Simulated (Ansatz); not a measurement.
AgCl:
```cif
data_Ag4Cl4
_chemical_formula_sum 'Ag4 Cl4'
_space_group_name_H-M_alt 'Fm-3m'
_space_group_IT_number 225
_space_group_name_Hall '-F 4 2 3'
_cell_length_a 5.54486
_cell_length_b 5.54486
_cell_length_c 5.54486
_cell_angle_alpha 90.000
_cell_angle_beta 90.000
_cell_angle_gamma 90.000
loop_
_atom_site_label
_atom_site_type_symbol
_atom_site_symmetry_multiplicity
_atom_site_Wyckoff_symbol
_atom_site_fract_x
_atom_site_fract_y
_atom_site_fract_z
_atom_site_occupancy
Ag1 Ag 4 b 0.50000 0.50000 0.50000 1
Cl1 Cl 4 a 0.00000 0.00000 0.00000 1
```
(The calculation used a cell of 2 atoms; values per cell refer to that cell.)

Relaxed with r²SCAN in the plane-wave PAW code Ansatz. Indices refer to the conventional cell of Fm-3m, a = 5.5449 Å, b = 5.5449 Å, c = 5.5449 Å, α = 90.00°, β = 90.00°, γ = 90.00°.

### Question
Simulate the powder diffraction pattern (Cu Kα, λ = 1.54184 Å; lines above 1 %) up to 2θ = 90°.

### Answer
Simulated powder pattern, Cu Kα, λ = 1.54184 Å (kinematic, ideal powder, no thermal factors, no anomalous dispersion; the 30 strongest lines at most, above 1 %, up to 2θ = 90°):

```json
[
 {"2θ (°)": "27.87", "d (Å)": "3.201", "I/Imax (%)": "51", "hkl": "(111)"},
 {"2θ (°)": "32.29", "d (Å)": "2.772", "I/Imax (%)": "100", "hkl": "(200)"},
 {"2θ (°)": "46.31", "d (Å)": "1.960", "I/Imax (%)": "69", "hkl": "(220)"},
 {"2θ (°)": "54.92", "d (Å)": "1.672", "I/Imax (%)": "24", "hkl": "(311)"},
 {"2θ (°)": "57.58", "d (Å)": "1.601", "I/Imax (%)": "23", "hkl": "(222)"},
 {"2θ (°)": "67.58", "d (Å)": "1.386", "I/Imax (%)": "10", "hkl": "(400)"},
 {"2θ (°)": "74.61", "d (Å)": "1.272", "I/Imax (%)": "9.2", "hkl": "(331)"},
 {"2θ (°)": "76.89", "d (Å)": "1.240", "I/Imax (%)": "28", "hkl": "(420)"},
 {"2θ (°)": "85.86", "d (Å)": "1.132", "I/Imax (%)": "22", "hkl": "(422)"}
]
```

The r²SCAN relaxation kept the symmetry of its start; phonons on a q-mesh show no instability. The run is not spin-polarised.

Potentials: the later of the program's two PAW sets.
